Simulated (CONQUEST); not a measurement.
Worked example: self-consistent single point of GaN (P6_3mc, 8 atoms in the cell; from Materials Project mp-804, changed as shown) in CONQUEST.

Level of theory: PBE, numerical atomic orbitals double-zeta with polarisation (the shipped basis), PseudoDojo norm-conserving potentials made for PBE (CONQUEST).

The change in words: volume scaled by 1.01. Reference geometry (P6_3mc):
```
CELL_PARAMETERS angstrom
      3.18893     0.00000     0.00000
      0.00000     5.52339     0.00000
      0.00000     0.00000     5.19236
ATOMIC_POSITIONS crystal
  Ga 0.50000 0.16667 0.49908
  Ga 0.00000 0.33333 0.99908
  Ga 0.00000 0.66667 0.49908
  Ga 0.50000 0.83333 0.99908
  N  0.50000 0.16667 0.87592
  N  0.00000 0.33333 0.37592
  N  0.00000 0.66667 0.87592
  N  0.50000 0.83333 0.37592
```

Reference input (self-consistent single point, DFT, PBE, numerical atomic orbitals double-zeta with polarisation (the shipped basis), PseudoDojo norm-conserving potentials made for PBE): basis = DZP; Diag.MPMeshX, Y, Z = 5 3 3; potentials = PseudoDojo norm-conserving PBE; Grid.GridCutoff = 175 Ha; DM.SolutionMethod = diagon; Diag.kT = 0.000367 Ha; Diag.GammaCentred = true; minE.SCTolerance = 1.0e-07; SC.MaxIters = 100; SC.LinearMixingFactor = 0.3; AtomMove.TypeOfRun = static. This run's input differs from it in these lines:

```diff
@@ -31,5 +31,5 @@
 # file: input.coords
-     3.188930000      0.000000000      0.000000000
-     0.000000000      5.523388000      0.000000000
-     0.000000000      0.000000000      5.192360000
+     3.199524000      0.000000000      0.000000000
+     0.000000000      5.541737000      0.000000000
+     0.000000000      0.000000000      5.209609000
 8
```

The program printed (abridged):

```
    new_SC_potl: Starting.  Tolerance:  0.10000E-06

    PulayMixSC: Starting Pulay mixing, A_up =  0.300 A_dn =  0.300
    PulayMixSC: Spin non-polarised calculation.
          Harris-Foulkes Energy            :     -9461.562424610405287 eV
          (TS=0 as O(N) or entropic contribution is negligible)
          DFT Total Energy                 :     -9440.908535102889800 eV
          Total number of electrons        :        72.000000000002558
    PulayMixSC: Pulay iteration     1 residual:              0.54285E-02
          Harris-Foulkes Energy            :     -9454.403018493718264 eV
   [... lines left out ...]
          (TS=0 as O(N) or entropic contribution is negligible)
          DFT Total Energy                 :     -9454.198507557097400 eV
          Total number of electrons        :        72.000038731576325
    PulayMixSC: Pulay iteration     8 residual:              0.11514E-06
          Harris-Foulkes Energy            :     -9454.198507555931428 eV
          (TS=0 as O(N) or entropic contribution is negligible)
          DFT Total Energy                 :     -9454.198507556769982 eV
          Total number of electrons        :        72.000038731398632
    PulayMixSC: Pulay iteration     9 residual:              0.75256E-07
    PulayMixSC: Reached SCF tolerance of  0.75256E-07 after      9 iterations
      | Number of electrons      =        72.000039
      |* band energy as 2Tr[K.H] =     -1216.274496463872765 eV
      |  screened ion-ion energy =     -7481.615067957558495 eV
      |  Ha correction           =        16.175716559747070 eV
      |  XC correction           =      -772.484703474422076 eV
      |* Harris-Foulkes energy   =     -9454.198507555931428 eV
      |* DFT total energy        =     -9454.198507556769982 eV
      |  estimated accuracy      =         0.000000000838359 eV

    force: Forces on atoms (eV/A )
    force:  Atom   X              Y              Z
    force:     1   0.0000000000  -0.0037608565   0.0075318425
    force:     2  -0.0000000000   0.0037608565   0.0075318425
   [... lines left out ...]
    force: Maximum force :        0.01312934(eV/A ) on atom         7 in z direction
   [... lines left out ...]
    force: Force Residual:        0.01259602 eV/A
    force: Total stress:         -7.18401686     0.00000000     0.00000000 GPa
                             0.00000000    -6.67119724    -0.00000000
                             0.00000000     0.00000000    -6.65127112
    force: Average pressure:      6.83549507 GPa

    force: Finished force
    get_E_and_F: Change in energy during last step of electronic optimisation: -0.44452E-10
```

The run converged in 9 iterations. CONQUEST prints the stress tensor with tension positive. Against the reference run the free energy falls by 5.8 meV/atom and the pressure goes from 8.94 to 6.84 GPa.

The program uses no crystal symmetry, so grid and mesh can part values that symmetry would make equal. The atom-centred basis is finite, which shifts total energies and pressures against plane waves. The structure comes from a collection of computed structures, made at another level of theory; the collection holds predicted forms beside known ones.

Cost on one core: very roughly 90 core-seconds.
